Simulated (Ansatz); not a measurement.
All numbers below come from DFT PBE, scalar-relativistic, plane waves, PAW (Ansatz). Settings: cutoff 420 eV, Γ-centred meshes spaced at most about 0.3 Å⁻¹ (2π included), Gaussian smearing. No spin polarisation in the final relaxations.

All energies are static (0 K, no zero-point motion). All come from trial cells, and lower structures may exist.

Problem. Order these relaxed structures of Mg5CdSe6 by energy, lowest first, with the energy over the lowest of them.
A.

```
Mg Cd Se
1.0
     3.92367    0.00000    0.00000
    -1.96183    3.39799    0.00000
     0.00000    0.00000   19.23842
Mg Cd Se
5 1 6
Cartesian
  0.0000 2.2653 15.9549
  1.9618 1.1327 12.7869
  0.0000 0.0000 9.6192
  0.0000 2.2653 6.4515
  1.9618 1.1327 3.2836
  0.0000 0.0000 0.0000
  0.0000 0.0000 14.3694
  0.0000 2.2653 11.2028
  1.9618 1.1327 8.0356
  0.0000 0.0000 4.8690
  0.0000 2.2653 1.7134
  1.9618 1.1327 17.5251
```

B.

```
Mg Cd Se
1.0
     4.27006    0.00000    0.00000
     0.00000    4.27006    0.00000
     0.00000    0.00000   18.02730
Mg Cd Se
5 1 6
Direct
  0.00000 0.00000 0.66459
  0.50000 0.50000 0.82922
  0.50000 0.50000 0.17078
  0.00000 0.00000 0.33541
  0.50000 0.50000 0.50000
  0.00000 0.00000 0.00000
  0.50000 0.00000 0.74691
  0.00000 0.50000 0.91085
  0.50000 0.00000 0.08915
  0.00000 0.50000 0.25310
  0.50000 0.00000 0.41771
  0.00000 0.50000 0.58229
```

Solution. B (0 meV/atom), A (42 meV/atom). Forms: B Mg and Cd ordered on zinc blende sites, P-4m2; A Mg and Cd ordered on rock salt sites, P-3m1. Counting Se atoms around Cd and Mg (those within 1.25 times the shortest such distance or 1.15 times the sum of covalent radii, 1.27 where that leaves under three): B has Mg 4, Cd 4; A has Mg 6, Cd 6.

With atoms moved at random, P-4m2 came back. Other cells relaxed within their symmetry can be saddle points. Some types were kept out of the candidates beforehand, so the set may lack a known form.
